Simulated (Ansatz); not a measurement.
Re2B in space group P4/nmm (No. 129; Re on 2a, Re on 2c, B on 2c) under volume change, PBEsol in the plane-wave PAW code Ansatz, shape and atoms relaxed at each volume.

```json
[
 {"V (Å³/atom)": "11.065", "E − E(relaxed) (meV/atom)": "123.7", "P (GPa)": "39.41"},
 {"V (Å³/atom)": "11.430", "E − E(relaxed) (meV/atom)": "51.9", "P (GPa)": "24.09"},
 {"V (Å³/atom)": "11.795", "E − E(relaxed) (meV/atom)": "?", "P (GPa)": "?"},
 {"V (Å³/atom)": "12.159", "E − E(relaxed) (meV/atom)": "0.0", "P (GPa)": "0.00"},
 {"V (Å³/atom)": "12.524", "E − E(relaxed) (meV/atom)": "11.0", "P (GPa)": "-9.40"},
 {"V (Å³/atom)": "12.889", "E − E(relaxed) (meV/atom)": "?", "P (GPa)": "?"},
 {"V (Å³/atom)": "13.254", "E − E(relaxed) (meV/atom)": "89.1", "P (GPa)": "-24.06"}
]
```

Q: Fill in the missing entries.

A: 
- 12.889, E − E(relaxed) (meV/atom): 41.7
- 12.889, P (GPa): -17.37
- 11.795, E − E(relaxed) (meV/atom): 12.3
- 11.795, P (GPa): 11.07

Q: What does a third-order Birch–Murnaghan fit give for V₀, B₀ and B′?

A: V₀ = 12.16 Å³/atom, B₀ = 339 GPa, B′ = 4.5.

The cell is a constructed one: a structure type filled with these elements; neither database checked (COD, Materials Project) lists it. Its standing as an ambient phase is unchecked. The cell was relaxed with PBEsol under the symmetry of its start; of distortions, only those at the zone centre were tested. The run is not spin-polarised. Spin–orbit coupling is left out wherever it is not named.

Potentials: the earlier of the program's two PAW sets.
